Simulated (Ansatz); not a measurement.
TiAs:
```
TiAs
1.0
    3.64035     0.00000     0.00000
   -1.82018     3.15264     0.00000
    0.00000     0.00000    12.04118
Ti As
4 4
Direct
  0.33333   0.66667   0.11742
  0.66667   0.33333   0.88258
  0.66667   0.33333   0.61742
  0.33333   0.66667   0.38258
  0.00000   0.00000   0.00000
  0.00000   0.00000   0.50000
  0.33333   0.66667   0.75000
  0.66667   0.33333   0.25000
```

Relaxed with r²SCAN. Special points in fractions of this cell's reciprocal vectors: Γ (0.000, 0.000, 0.000); M (0.500, 0.000, 0.000); K (0.333, 0.333, 0.000); A (0.000, 0.000, 0.500); L (0.500, 0.000, 0.500); H (0.333, 0.333, 0.500).

Question: List the band energies nearest the Fermi level at these points for r²SCAN with spin–orbit coupling in the plane-wave PAW code Ansatz.

Answer: In eV from the Fermi level; about four levels below and three above (degenerate sets whole), none deeper than 8.9 eV; points with the same levels are listed once.

| k | below | above |
|---|---|---|
| Γ | -0.17 -0.17 -0.15 -0.15 | 0.29 0.29 0.35 0.35 |
| M | -1.64 -1.64 -0.73 -0.73 | 0.38 0.38 0.78 0.78 |
| K | -3.15 -3.15 -2.98 -2.98 | 0.03 0.03 0.55 0.55 |
| A | -0.11 -0.11 -0.11 -0.11 -0.11 -0.11 -0.11 -0.11 | 0.63 0.63 0.63 0.63 |
| L | -1.26 -1.26 -1.26 -1.26 | 0.89 0.89 0.89 0.89 |
| H | -3.03 -3.03 -3.01 -3.01 | 0.31 0.31 0.32 0.32 |

Space group P6_3/mmc. The first step of the workflow began from a Materials Project structure, measured or hypothetical; the Crystallography Open Database files this formula in space group No. 194, but the cells were not matched. Whether it is the stable phase at ambient conditions was not checked. The cell was relaxed with r²SCAN under the symmetry of its start; whether a distortion lowers the energy is not shown. The run is not spin-polarised.

Potentials: the later of the program's two PAW sets.
